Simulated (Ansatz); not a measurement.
A trial structure of Mo3As was built thus: random cell by space group and Wyckoff sites (P-6m2, No. 187). The dimensions are guesses.

```cif
data_structure
_symmetry_space_group_name_H-M 'P-6m2'
_symmetry_Int_Tables_number 187
_cell_length_a 3.9612
_cell_length_b 3.9612
_cell_length_c 5.4733
_cell_angle_alpha 90.000
_cell_angle_beta 90.000
_cell_angle_gamma 120.000
_cell_volume 74.38
loop_
_atom_site_label
_atom_site_type_symbol
_atom_site_symmetry_multiplicity
_atom_site_Wyckoff_symbol
_atom_site_fract_x
_atom_site_fract_y
_atom_site_fract_z
_atom_site_occupancy
Mo1 Mo 2 i 0.66667 0.33333 0.80632 1
Mo2 Mo 1 c 0.33333 0.66667 0.00000 1
As1 As 1 f 0.66667 0.33333 0.50000 1
```

The calculation used Ansatz 0.2.0, DFT PBE, scalar-relativistic, plane waves, PAW. Cutoff 420 eV, Gaussian smearing, Γ-centred meshes. Cell and atoms relax first on a coarse mesh and then on a finer one. In between, the cell is made exact in the group found at 0.06 Å. In metals the finer mesh still leaves noise of several meV/atom or more. The steps can't lower the symmetry of their start. No spin polarisation in the relaxation; trial moments died out in a coarse test.

A guess keeps its type if space group and coordination stay and the shape of the cell changes little (axis ratios within about 15 %, angles within 6°); the volume may change.

Question: Does it keep its structure type, or change into something else?

Answer: It doesn't keep its type. The symmetry stays P-6m2 (No. 187). The volume per atom shrinks by 5.5 %, from 18.6 to 17.6 Å³. The shortest distance goes from 1.68 Å (Mo–As) to 2.44 Å (Mo–As). The ratio c/a of the conventional cell changes by a factor of 2.13. Counting neighbours within 15 % of an atom's shortest distance, the start has As 2, Mo 1/6 and the end As 2, Mo 4/12. In detail, at the end Mo on a site of symmetry 3m has 1 As at 2.44 Å, 3 Mo at 2.66 Å and 6 Mo at 3.02 Å; Mo on a site of symmetry -6m2 has 6 Mo at 2.66 Å and 6 Mo at 3.02 Å; around As lie 2 Mo at 2.44 Å and 6 As at 3.02 Å.

```cif
data_structure
_symmetry_space_group_name_H-M 'P 1'
_symmetry_Int_Tables_number 1
_cell_length_a 3.0204
_cell_length_b 3.0204
_cell_length_c 8.8930
_cell_angle_alpha 90.000
_cell_angle_beta 90.000
_cell_angle_gamma 120.000
_cell_volume 70.26
loop_
_atom_site_label
_atom_site_type_symbol
_atom_site_fract_x
_atom_site_fract_y
_atom_site_fract_z
_atom_site_occupancy
Mo1 Mo 0.66667 0.33333 0.77469 1
Mo2 Mo 0.66667 0.33333 0.22531 1
Mo3 Mo 0.33333 0.66667 0.00000 1
As1 As 0.66667 0.33333 0.50000 1
```

Formation energies are uncorrected and refer to the elements' standard structures at the same level.

Question: At what energy does it end?

Answer: +0.59 eV/atom. The separate elements lie lower, so it is unstable against them.

The last run used an 18×18×6 mesh (in the run's order of axes) for its 4-atom cell and Gaussian smearing of 0.10 eV. The reference form of As is held partly by dispersion forces, which this level lacks. Symmetry constrained the relaxation, so the result can be a saddle point. Another cell of Mo3As relaxed alike, in P6_3/mmc, lies 0.46 eV/atom lower, so this cell isn't the stable form at this level.

In counts of neighbours, a slash parts the counts of unlike sites.
